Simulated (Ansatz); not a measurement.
MoS (CsCl type, Pm-3m), PBE in the plane-wave PAW code Ansatz, all energies at zero smearing, with the estimated change up to a 700 eV cutoff added, with one set of potentials and settings (totals compare only within such a set). Cell of 2 atoms (1 Mo, 1 S): -5858.418 eV.

```csv
element,reference phase,E (eV/atom)
Mo,"Im-3m, 1 atoms in the cell",-4956.0557
S,"Fddd, 32 atoms in the cell",-902.0602
```

Formation energy per atom, worked out: (-5858.418 − 1×(-4956.0557) − 1×(-902.0602))/2 = -0.151 eV/atom (-15 kJ per mol of atoms), at 0 K, without zero-point energy or fitted corrections.

The cell is a constructed one: a structure type filled with these elements; neither database checked (COD, Materials Project) lists it. Whether it is the stable phase at ambient conditions was not checked. Symmetry was held in the PBE relaxation; its stability against distortions is not shown here. No spin polarisation was allowed. The references are the lowest solids computed at this level, not always the standard phases.

Potentials: the earlier of the program's two PAW sets.
